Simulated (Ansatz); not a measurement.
Here is the system:

LaHO2:
Space group P2₁/m (No. 11); a = 4.4475 Å, b = 3.9428 Å, c = 6.4247 Å, α = γ = 90.00°, β = 107.32°

| atom | site | symmetry | x | y | z |
|---|---|---|---|---|---|
| La | 2e | m | 0.6698 | 0.2500 | 0.3071 |
| H | 2e | m | 0.0218 | 0.2500 | 0.9308 |
| O | 2e | m | 0.2403 | 0.2500 | 0.4624 |
| O | 2e | m | 0.2419 | 0.2500 | 0.9401 |

This is the r²SCAN-relaxed structure.

**Question.** All from the program Ansatz at the r²SCAN level (PAW), unless another level is named. Give the hole effective mass with spin–orbit coupling.

**Answer.** 2.4, 2.9, 4.3 mₑ (principal values).

**Question.** Give the band gap.

**Answer.** 4.40 eV (indirect).

**Question.** And the smallest direct gap on the standard path?

**Answer.** 4.61 eV.

**Question.** Next, the weight of the conduction-edge state by species (Voronoi cells)?

**Answer.** H 40 %, O 38 %, La 23 %.

Space group P2_1/m. The first step of the workflow began from a Materials Project structure, measured or hypothetical; the Crystallography Open Database copy checked does not list it. Whether it is the stable phase at ambient conditions was not checked. The cell was relaxed with r²SCAN under the symmetry of its start; whether a distortion lowers the energy is not shown. Spin–orbit coupling is left out wherever it is not named.

Potentials: the later of the program's two PAW sets.
